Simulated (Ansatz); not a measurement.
# Computed scan of one atom of the cell: BP (zinc blende)

Relaxed BP (zinc blende):

```
CELL_PARAMETERS angstrom
      0.00000     2.27424     2.27424
      2.27424     0.00000     2.27424
      2.27424     2.27424     0.00000
ATOMIC_POSITIONS crystal
  P  0.75000 0.75000 0.75000
  B  0.00000 0.00000 0.00000
```

In this cell atom 1 (P, nearest neighbour B at 1.970 Å; its periodic images, 3.2 Å or more away, move with it) is moved by s along Cartesian [111], unit vector (0.577, 0.577, 0.577); all other atoms and the cell stay fixed.

The numbers are results of PBE (plane waves to 420 eV, PAW, scalar-relativistic; Ansatz, a program for electronic structure), not measurements. k mesh 10×10×10 (Γ-centred), Fermi-Dirac smearing 0.05 eV. E stands for the smeared free energy. Compression counts positive. Left out: 1 of 11 points, with atoms too close for the PAW data. As the smearing reaches across the gap at some points, energies and forces of such displacements shift with the k mesh and the smearing. F∥ is the force on the atom along that direction. BP was relaxed with its symmetry unable to fall. The zero of ΔE is the undisplaced structure.

```tsv
s (Å)	ΔE (meV/cell)	P (GPa)	F∥ (eV/Å)
-0.590	1260	9.9	1.687
-0.472	1014	8.3	2.419
-0.354	707	5.8	2.780
-0.236	383	3.1	2.600
-0.118	114	1.0	1.778
0.000	0	0.0	0.000
0.118	149	1.4	-2.689
0.236	674	6.7	-6.371
0.354	1693	17.8	-11.178
0.472	3394	37.5	-18.060
```

Key numbers:

```
Item                                                                                                                                                    Value
--------------------------------------------------------  ---------------------------------------------------------------------------------------------------
Energy at s = 0.472 Å                                                                                                                           3394 meV/cell
Force along the line at s = -0.590 Å                                                                                                                1.69 eV/Å
Symmetry of the curve                                                                                     not even: the positive side lies higher at ±0.472 Å
Shape of the curve                                                                             a single well with its minimum at or next to zero displacement
Force constant k = d²E/ds² at s = 0 (finite differences)                                                                                           18.9 eV/Å²
Harmonic estimate at the end of the scan                  ½ks² = 2105 meV/cell against the computed 3394 meV/cell, so the well is stiffer than harmonic there
Zone-centre optical wavenumber from k                                                                                                                801 cm⁻¹
```

The 11 points together took roughly 30 core-seconds.

(A displaced cell: forces are minus the slopes of the energy, force constants its curvatures, and phonons follow from these.)
